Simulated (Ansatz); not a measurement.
## Sr₂Ge₂As: a bulk modulus from differences

The structure comes from a generated guess, relaxed at this level; another structure or a mixture of phases may lie lower.

These are results of DFT PBE, scalar-relativistic, plane waves, PAW (Ansatz), not measurements. Cutoff 420 eV, Γ-centred 12×12×4 mesh (5-atom cell), Gaussian smearing of 0.10 eV, no spin polarisation.

```
CELL_PARAMETERS angstrom
4.28149 0.00000 0.00000
-2.14075 3.70788 0.00000
0.00000 0.00000 9.44095
ATOMIC_POSITIONS crystal
Sr 0.33333 0.66667 0.18824
Sr 0.66667 0.33333 0.81176
Ge 0.33333 0.66667 0.55143
Ge 0.66667 0.33333 0.44858
As 0.00000 0.00000 0.00000
```

The cell was set to several volumes, with shape and atoms relaxed at each where symmetry leaves them free. Pressure is positive in compression, and energies count from the lowest row. No row has a gap on its mesh.

```tsv
row	V (Å³/atom)	P (GPa)	ΔE (meV/atom)
1	26.378	5.49	54.1
2	27.278	3.72	28.4
3	28.177	?	?
4	29.076	1.01	2.9
5	29.976	0.00	0.0
6	30.875	-0.92	2.5
7	31.774	-1.68	10.0
8	32.973	-2.45	25.9
```

Problem. Find B = −V·ΔP/ΔV from rows 4 and 6 and from rows 1 and 2, and from the two its slope B′ and its value B0 at zero pressure.

Solution. Rows 4 and 6 give −(29.076 + 30.875)/2 × (-0.92 − (1.01))/(30.875 − 29.076) = 32.2 GPa at a mean pressure of 0.04 GPa. Rows 1 and 2 give −(26.378 + 27.278)/2 × (3.72 − (5.49))/(27.278 − 26.378) = 52.8 GPa at a mean pressure of 4.61 GPa. So B′ = (52.8 − 32.2)/(4.61 − (0.04)) = 4.51 and B0 = 32.2 − 4.51 × (0.04) = 32.0 GPa. A third-order Birch–Murnaghan fit to all the energies gives B0 = 32.4 GPa and B′ = 4.3.

Problem. Estimate the pressure and energy of row 3.

Solution. From row 5, V0 = 29.976 × (1 + (0.00)/32.0) = 29.976 Å³/atom. Murnaghan's form P = (B0/B′)·[(V0/V)^B′ − 1] gives (32.0/4.51) × [(29.976/28.177)^4.51 − 1] = 2.28 GPa; the computed pressure is 2.23 GPa, so the estimate is off by +0.05 GPa. The work of compression from row 4, with the mean of the two pressures, gives ΔE = 2.9 + (2.28 + 1.01)/2 × (29.076 − 28.177)/160.2 × 1000 = 12.1 meV/atom (1 eV/Å³ = 160.2 GPa); the computed value is 11.8 meV/atom.

The cell is a metal run without spin; a magnetic state may lie lower. All volumes keep the k mesh of the relaxed cell. A structure relaxed within its symmetry needn't be a true minimum.
